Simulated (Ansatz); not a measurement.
Cs2Pt:
```
Cs2Pt
1.0
    5.77519     0.00000     0.00000
   -2.88759     5.00146     0.00000
    0.00000     0.00000     7.89956
Cs Pt
4 2
Cartesian
  2.88759   1.66715   1.97489
  0.00000   3.33430   5.92467
  0.00000   0.00000   0.00000
  0.00000   0.00000   3.94978
  2.88759   1.66715   5.92467
  0.00000   3.33430   1.97489
```

Relaxed with r²SCAN. Special points in fractions of this cell's reciprocal vectors: Γ (0.000, 0.000, 0.000); M (0.500, 0.000, 0.000); K (0.333, 0.333, 0.000); A (0.000, 0.000, 0.500); L (0.500, 0.000, 0.500); H (0.333, 0.333, 0.500).

List the band energies nearest the valence-band maximum at these points for r²SCAN in the plane-wave PAW code Ansatz.

In eV from the valence-band maximum; about four levels below and three above (degenerate sets whole), none deeper than 8.9 eV; points with the same levels are listed once.

```csv
k,below,above
Γ,-0.05 -0.05 0.00 0.00,2.13 2.13 2.82
M,-0.18 -0.14 -0.12 -0.06,2.17 2.92 3.57
K,-0.13 -0.13 -0.12 -0.12 -0.05,2.77 2.77 3.02
A,-0.06 -0.06 -0.06 -0.06,2.81 2.81 2.86 2.86 2.86 2.86
L,-0.16 -0.16 -0.03 -0.03,2.24 2.24 3.49 3.49
H,-0.13 -0.13 -0.02 -0.02,2.61 2.61 3.01 3.01
```

Space group P6_3/mmc. The first step of the workflow began from a Materials Project structure, measured or hypothetical; the Crystallography Open Database copy checked does not list it. Whether it is the stable phase at ambient conditions was not checked. Symmetry was held in the r²SCAN relaxation; its stability against distortions is not shown here. The run is not spin-polarised. Scalar-relativistic: spin–orbit coupling is off unless named, which matters more the heavier the elements.

Potentials: the later of the program's two PAW sets.
